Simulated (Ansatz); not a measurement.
Re: energy along a strain

Re, Fm-3m, a = 3.950 Å (as given, not relaxed at this level: -18.5 GPa). This isn't the element's structure at ambient conditions. Ansatz: PBEsol, PAW, 420 eV, Γ-centred 20×20×20 mesh on 1 atom, Gaussian smearing 0.15 eV; no spin polarisation. Cell vectors (Å): 0.000 1.975 1.975; 1.975 0.000 1.975; 1.975 1.975 0.000. The cell is strained by x per cent times the pattern (1 -1 0 0 0 0) in the order xx yy zz yz xz xy (engineering shears), with fractional coordinates held. y is the free energy over the start, V0 = 15.407 Å³/atom. Symmetry makes y even in x.

| x (%) | y (meV/atom) |
| --- | --- |
| -6.00 | ? |
| -3.00 | 21.36 |
| 0.00 | 0.00 |
| 0.75 | 1.36 |
| 1.50 | 5.43 |
| 2.25 | 12.14 |
| 3.75 | 33.08 |
| 4.50 | 47.23 |
| 5.25 | 63.56 |

Q: Fit y = c2 x² + c4 x⁴ to the other rows, get the stiffness along the pattern, and predict the missing energy.

A: Least squares on the rows shown. y = 2.4065 x² − 0.0036563 x⁴. The clamped-ion stiffness p·C·p = 2 × 24.06 eV × 160.2 / 15.407 Å³ = 500 GPa (second derivative at the start, which stands under stress). At x = -6.00 the fit asked for gives 81.90 meV/atom. The run gave 81.55 meV/atom, so the fit is 0.35 meV/atom too high, 0.43 % of the span of the series, against an rms of 0.03 meV/atom on the fitted rows. The row lies outside the fitted range. With a term in x⁶ added, a fit to the same known rows predicts 82.15 meV/atom, further off still.

Spin–orbit coupling is left out, which can shift energies with elements as heavy as these.